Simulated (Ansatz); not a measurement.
Nb$_{4}$GaSe$_{8}$ (space group F-43m)

```xyz
13
Lattice="0.0000 5.1825 5.1825 5.1825 0.0000 5.1825 5.1825 5.1825 0.0000" Properties=species:S:1:pos:R:3 pbc="T T T"
Nb     3.6586     3.6586     1.5239
Nb     3.6586     1.5239     3.6586
Nb     1.5239     3.6586     3.6586
Nb     1.5239     1.5239     1.5239
Ga     7.7738     7.7738     7.7738
Se     6.3715     6.3715     9.1760
Se     6.3715     9.1760     6.3715
Se     9.1760     6.3715     6.3715
Se     9.1760     9.1760     9.1760
Se     4.0007     4.0007     4.0007
Se     6.3643     6.3643     4.0007
Se     6.3643     4.0007     6.3643
Se     4.0007     6.3643     6.3643
```

The slice is a {100} plane (indices of the conventional cell) through the point (0.386, 0.386, 0.386) (fractional), spanned by u = [100] and v = [0 1 -1] in vectors of this cell: u (7.33 Å) and v (7.33 Å, at 90° to u). It covers one period; positions are fractions (u, v).

Level of theory: PBEsol (plane waves to 420 eV, PAW, scalar-relativistic; Ansatz, an electronic-structure program). k mesh 6×6×6. Inside the PAW spheres the values are not all-electron values, and peaks at nuclei hang on which shells count as valence. Nb4GaSe8 is run without spin polarisation. Nb4GaSe8 was relaxed with its symmetry unable to fall.

Problem. Sketch the valence electron density on this plane as a map.

Solution. 
```tsv
v \ u	0.00	0.11	0.21	0.32	0.43	0.54	0.64	0.75	0.86	0.96
0.93	0.7	-0.2	-1.1	-0.5	0.6	0.1	-0.4	-0.3	-0.3	0.5
0.86	-0.3	-0.7	-1.4	-0.9	-0.4	-0.4	0.1	0.5	-0.3	-0.3
0.79	-0.9	-1.4	-1.7	-1.5	-1.0	-0.7	0.4	0.7	-0.2	-0.8
0.71	-1.0	-1.4	-1.8	-1.5	-1.1	-0.8	-0.1	0.4	-0.5	-0.9
0.64	-0.4	-1.0	-1.4	-1.1	-0.5	-0.3	-0.5	-0.5	-0.4	-0.3
0.57	0.5	-0.5	-1.1	-0.7	0.1	0.5	-0.4	-0.8	-0.1	0.7
0.50	1.3	-0.3	-0.9	-0.6	0.7	1.4	-0.3	-0.8	0.1	1.6
0.43	0.5	-0.5	-1.1	-0.7	0.1	0.5	-0.4	-0.8	-0.1	0.7
0.36	-0.4	-1.0	-1.4	-1.1	-0.5	-0.3	-0.5	-0.5	-0.4	-0.3
0.29	-1.0	-1.4	-1.8	-1.5	-1.1	-0.8	-0.1	0.4	-0.5	-0.9
0.21	-0.9	-1.4	-1.7	-1.5	-1.0	-0.7	0.4	0.7	-0.2	-0.8
0.14	-0.3	-0.7	-1.4	-0.9	-0.4	-0.4	0.1	0.5	-0.3	-0.3
0.07	0.7	-0.2	-1.1	-0.5	0.6	0.1	-0.4	-0.3	-0.3	0.5
0.00	1.7	0.0	-1.0	-0.3	1.5	0.5	-0.5	-0.6	-0.2	1.4
```

Values: log₁₀ of the valence density in e/Å³. The scale is logarithmic, as a density can span decades between atoms and voids.
